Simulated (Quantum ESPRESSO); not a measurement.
## Ge7 (input and log of a self-consistent run)

Computed values, not a measurement. The program is pw.x of Quantum ESPRESSO 7.5 (plane-wave density functional theory). The cell is made up: 7 atoms on a zincblende/diamond lattice with one site empty, with randomly drawn elements, strain and displacements, not relaxed. PseudoDojo standard norm-conserving files (v0.5 for PBE, v0.4.1 for LDA and PBEsol) set the functional; there is no spin polarisation, spin-orbit coupling or dispersion term, and the masses in the input are unused placeholders. A spin-polarised start on this cell or one of its family kept no moment.

Input:

```
&control calculation='scf', pseudo_dir='./dojo.nc.sr.pbe.v0_5.standard.upf', outdir='./o', disk_io='medium', tprnfor=.true., tstress=.true. /
&system ibrav=0, nat=7, ntyp=1, nbnd=59, ecutwfc=77.98206166, nosym=.true., tot_charge=0,
 occupations='smearing', smearing='fd', degauss=0.0073498644
/
&electrons conv_thr=7.350e-09, electron_maxstep=60, /
ATOMIC_SPECIES
Ge 1.0 Ge.upf
CELL_PARAMETERS angstrom
5.876 -0.0279 0.0315
-0.0279 5.848 -0.0436
0.0315 -0.0436 5.7773
ATOMIC_POSITIONS angstrom
Ge 0.1134 2.9279 2.9467
Ge 2.891 0.0083 2.9362
Ge 2.8588 2.8919 -0.0013
Ge 1.4334 1.5025 1.4411
Ge 1.5049 4.4181 4.1236
Ge 4.2743 1.4877 4.3639
Ge 4.5289 4.2264 1.3281
K_POINTS automatic
6 6 6 1 1 1
```

The log is shortened where brackets say so; the opening notice, blank lines, dates and the lines on written files are dropped, and the path of the files is cut. It prints rydbergs, bohrs and kilobars, and counts compression as positive stress.

```
     Program PWSCF v.7.5
     Parallel version (MPI & OpenMP), running on       1 processor cores
     Number of MPI processes:                 1
     Threads/MPI process:                     1
     [start-up lines left out]
     bravais-lattice index     =            0
     lattice parameter (alat)  =      11.1043  a.u.
     unit-cell volume          =    1339.5652 (a.u.)^3
     number of atoms/cell      =            7
     number of atomic types    =            1
     number of electrons       =        98.00
     number of Kohn-Sham states=           59
     kinetic-energy cutoff     =      77.9821  Ry
     charge density cutoff     =     311.9282  Ry
     scf convergence threshold =      7.3E-09
     mixing beta               =       0.7000
     number of iterations used =            8  plain     mixing
     Exchange-correlation= PBE
                           (   1   4   3   4   0   0   0)
     [axes and pseudopotential details left out]
   Cartesian axes
     site n.     atom                  positions (alat units)
         1        Ge     tau(   1) = (   0.0192983   0.4982684   0.5014677  )
         2        Ge     tau(   2) = (   0.4919887   0.0014125   0.4996809  )
         3        Ge     tau(   3) = (   0.4865090   0.4921419  -0.0002212  )
         4        Ge     tau(   4) = (   0.2439352   0.2556946   0.2452456  )
         5        Ge     tau(   5) = (   0.2561030   0.7518698   0.7017519  )
         6        Ge     tau(   6) = (   0.7273980   0.2531759   0.7426460  )
         7        Ge     tau(   7) = (   0.7707256   0.7192464   0.2260153  )
     number of k points=   108  Fermi-Dirac smearing, width (Ry)=  0.0073
     Number of k-points >= 100: set verbosity='high' to print them.
     Dense  grid:   124561 G-vectors     FFT dimensions: (  64,  64,  64)
     Estimated max dynamical RAM per process >     172.03 MB
     Initial potential from superposition of free atoms
     starting charge      97.9942, renormalised to      98.0000
     Starting wfcs are   63 randomized atomic wfcs
     total cpu time spent up to now is       50.9 secs
     per-process dynamical memory:   103.0 Mb
     Self-consistent Calculation
     iteration #  1     ecut=    77.98 Ry     beta= 0.70
     Davidson diagonalization with overlap
     ethr =  1.00E-02,  avg # of iterations =  3.0
     Threshold (ethr) on eigenvalues was too large:
     Diagonalizing with lowered threshold
     Davidson diagonalization with overlap
     ethr =  8.42E-05,  avg # of iterations =  7.8
     total cpu time spent up to now is      400.6 secs
     total energy              =   -1250.27105575 Ry
     estimated scf accuracy    <       0.09555009 Ry
     iteration #  2     ecut=    77.98 Ry     beta= 0.70
     Davidson diagonalization with overlap
     ethr =  9.75E-05,  avg # of iterations =  2.0
     total cpu time spent up to now is      550.9 secs
     total energy              =   -1250.27431031 Ry
     estimated scf accuracy    <       0.02968059 Ry
     iteration #  3     ecut=    77.98 Ry     beta= 0.70
     Davidson diagonalization with overlap
     ethr =  3.03E-05,  avg # of iterations =  2.1
     total cpu time spent up to now is      712.0 secs
     total energy              =   -1250.28074181 Ry
     estimated scf accuracy    <       0.01848377 Ry
     iteration #  4     ecut=    77.98 Ry     beta= 0.70
     Davidson diagonalization with overlap
     ethr =  1.89E-05,  avg # of iterations =  2.0
     total cpu time spent up to now is      862.4 secs
     total energy              =   -1250.28418822 Ry
     estimated scf accuracy    <       0.00430373 Ry
     iteration #  5     ecut=    77.98 Ry     beta= 0.70
     Davidson diagonalization with overlap
     ethr =  4.39E-06,  avg # of iterations =  2.4
     total cpu time spent up to now is     1033.8 secs
     total energy              =   -1250.28498219 Ry
     estimated scf accuracy    <       0.00007885 Ry
     iteration #  6     ecut=    77.98 Ry     beta= 0.70
     Davidson diagonalization with overlap
     c_bands:  1 eigenvalues not converged
     ethr =  8.05E-08,  avg # of iterations =  4.4
     total cpu time spent up to now is     1243.6 secs
     total energy              =   -1250.28500354 Ry
     estimated scf accuracy    <       0.00001883 Ry
     iteration #  7     ecut=    77.98 Ry     beta= 0.70
     Davidson diagonalization with overlap
     ethr =  1.92E-08,  avg # of iterations =  2.4
     total cpu time spent up to now is     1406.6 secs
     total energy              =   -1250.28500745 Ry
     estimated scf accuracy    <       0.00000466 Ry
     iteration #  8     ecut=    77.98 Ry     beta= 0.70
     Davidson diagonalization with overlap
     ethr =  4.75E-09,  avg # of iterations =  2.0
     total cpu time spent up to now is     1577.8 secs
     total energy              =   -1250.28500837 Ry
     estimated scf accuracy    <       0.00000016 Ry
     iteration #  9     ecut=    77.98 Ry     beta= 0.70
     Davidson diagonalization with overlap
     ethr =  1.64E-10,  avg # of iterations =  3.4
     total cpu time spent up to now is     1794.1 secs
     total energy              =   -1250.28500842 Ry
     estimated scf accuracy    <       0.00000002 Ry
     iteration # 10     ecut=    77.98 Ry     beta= 0.70
     Davidson diagonalization with overlap
     ethr =  2.36E-11,  avg # of iterations =  3.1
     total cpu time spent up to now is     1995.0 secs
     total energy              =   -1250.28500842 Ry
     estimated scf accuracy    <       0.00000002 Ry
     iteration # 11     ecut=    77.98 Ry     beta= 0.70
     Davidson diagonalization with overlap
     ethr =  1.96E-11,  avg # of iterations =  2.0
     total cpu time spent up to now is     2140.2 secs
     End of self-consistent calculation
     Number of k-points >= 100: set verbosity='high' to print the bands.
     the Fermi energy is     6.7127 ev
!    total energy              =   -1250.28500843 Ry
     estimated scf accuracy    <          1.4E-09 Ry
     smearing contrib. (-TS)   =      -0.00583277 Ry
     internal energy E=F+TS    =   -1250.27917566 Ry
     The total energy is F=E-TS. E is the sum of the following terms:
     one-electron contribution =    -766.14161552 Ry
     hartree contribution      =     439.76135554 Ry
     xc contribution           =    -305.01622344 Ry
     ewald contribution        =    -618.88269224 Ry
     convergence has been achieved in  11 iterations
     Forces acting on atoms (cartesian axes, Ry/au):
     atom    1 type  1   force =    -0.05536316   -0.02321821   -0.01946529
     atom    2 type  1   force =     0.04561703    0.01284893   -0.06068641
     atom    3 type  1   force =    -0.01251542    0.03587122   -0.00419726
     atom    4 type  1   force =    -0.00246876   -0.03036881    0.00052262
     atom    5 type  1   force =     0.00046349   -0.01859704    0.07917652
     atom    6 type  1   force =     0.03636050   -0.01029094   -0.01450103
     atom    7 type  1   force =    -0.01209369    0.03375485    0.01915085
     Total force =     0.149021     Total SCF correction =     0.000267
     Computing stress (Cartesian axis) and pressure
          total   stress  (Ry/bohr**3)                   (kbar)     P=      -10.31
  -0.00010354   0.00011778  -0.00003655          -15.23       17.33       -5.38
   0.00011778  -0.00003287   0.00009323           17.33       -4.84       13.71
  -0.00003655   0.00009323  -0.00007379           -5.38       13.71      -10.85
     init_run     :     45.00s CPU     50.83s WALL (       1 calls)
     electrons    :   1961.41s CPU   2089.35s WALL (       1 calls)
     forces       :     15.69s CPU     16.22s WALL (       1 calls)
     stress       :     57.35s CPU     58.52s WALL (       1 calls)
     [timing details left out]
     PWSCF        :  34m39.92s CPU  36m56.96s WALL
     JOB DONE.
```

In other units: free energy -17010.994 eV for the cell, pressure -1.03 GPa, largest force component 2.036 eV/Å. A rerun of this cell at 1347 eV and a 8 x 8 x 8 mesh moved values by no more than 0.003 eV in energy, 0.02 GPa in stress and 0.004 eV/Å in force.